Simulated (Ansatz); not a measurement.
NbIr (rock salt, Fm-3m) under volume change, the program Ansatz at the PBEsol level (PAW), scaled uniformly.

```tsv
V (Å³/atom)	E − E(relaxed) (meV/atom)	P (GPa)
16.119	116.5	25.47
16.650	[?]	[?]
17.182	11.5	7.15
17.713	0.0	-0.01
18.245	10.4	-6.11
18.776	[?]	[?]
19.307	84.5	-15.69
```

**Question.** Some entries are withheld; supply them.

**Answer.** 
- 18.776, E − E(relaxed) (meV/atom): 39.5
- 18.776, P (GPa): -11.29
- 16.650, E − E(relaxed) (meV/atom): 48.8
- 16.650, P (GPa): 15.58

**Question.** What does a third-order Birch–Murnaghan fit give for V₀, B₀ and B′?

**Answer.** V₀ = 17.71 Å³/atom, B₀ = 220 GPa, B′ = 4.4.

The start of the workflow was typed in or built on a structure type; neither database checked (COD, Materials Project) lists it. COD files the formula under space group No. 123, so this cell is another polymorph or a model. Its standing as an ambient phase is unchecked. Symmetry was held in the PBEsol relaxation. At this level the phase is mechanically unstable. The run is not spin-polarised. Spin–orbit coupling is left out wherever it is not named.

Potentials: the earlier of the program's two PAW sets.
